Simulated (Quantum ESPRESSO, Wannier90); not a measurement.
**CuI (Cmcm), plane waves to Wannier functions**

Structure: Materials Project mp-1007922, symmetrised, not relaxed again. Not found in the COD (Crystallography Open Database) copy used, which has the formula in other groups; not checked further. Level: PBEsol, no spin polarisation, no spin-orbit coupling; pw.x of Quantum ESPRESSO at 74 Ry with PseudoDojo potentials, 6×6×8 k-points, Wannier90. Density: 6×6×8 mesh, Gaussian smearing 0.01 Ry. A non-magnetic state is assumed, with no Hubbard U; filled 3d bands tend to lie too high at this level. The cell is built of weakly bound layers, chains or molecules. Database cells relaxed without dispersion often hold them too far apart, which can enlarge gaps and weakens couplings between them; spacing and stacking were not compared with the measured crystal. Spin-orbit coupling is left out although heavy elements are present.

```
begin unit_cell_cart
ang
    3.7331700000   -3.7110850000    0.0000000000
    3.7331700000    3.7110850000    0.0000000000
    0.0000000000    0.0000000000    4.3070000000
end unit_cell_cart
mp_grid = 6 6 8
```

### Question
Which shells of neighbouring k-points and which b-vectors and weights does Wannier90 pick for this cell and mesh?

### Answer
```
 *---------------------------------- K-MESH ----------------------------------*
 +----------------------------------------------------------------------------+
 |                    Distance to Nearest-Neighbour Shells                    |
 |                    ------------------------------------                    |
 |          Shell             Distance (Ang^-1)          Multiplicity         |
 |          -----             -----------------          ------------         |
 |             1                   0.182354                      2            |
 |             2                   0.198943                      4            |
 |             3                   0.269872                      8            |
 |             4                   0.280512                      2            |
 |             5                   0.282181                      2            |
 |             6                   0.334574                      4            |
 |             7                   0.335975                      4            |
 |             8                   0.364708                      2            |
       ... (lines left out)
 +----------------------------------------------------------------------------+
 | The b-vectors are chosen automatically                                     |
 | SVD found small singular value, Rejecting this shell and trying the next   |
 | The following shells are used:                       1,  2,  4             |
 +----------------------------------------------------------------------------+
 |                        Shell   # Nearest-Neighbours                        |
 |                        -----   --------------------                        |
 |                          1               2                                 |
 |                          2               4                                 |
 |                          3               2                                 |
 +----------------------------------------------------------------------------+
 | Completeness relation is fully satisfied [Eq. (B1), PRB 56, 12847 (1997)]  |
 +----------------------------------------------------------------------------+
 |                  b_k Vectors (Ang^-1) and Weights (Ang^2)                  |
 |                  ----------------------------------------                  |
 |            No.         b_k(x)      b_k(y)      b_k(z)        w_b           |
 |            ---        --------------------------------     --------        |
 |             1         0.000000    0.000000    0.182354    15.036265        |
 |             2         0.000000    0.000000   -0.182354    15.036265        |
 |             3         0.140256    0.141090    0.000000    12.558697        |
 |             4         0.140256   -0.141090    0.000000    12.558697        |
 |             5        -0.140256   -0.141090    0.000000    12.558697        |
 |             6        -0.140256    0.141090    0.000000    12.558697        |
 |             7         0.280512    0.000000    0.000000     0.074960        |
 |             8        -0.280512    0.000000    0.000000     0.074960        |
```
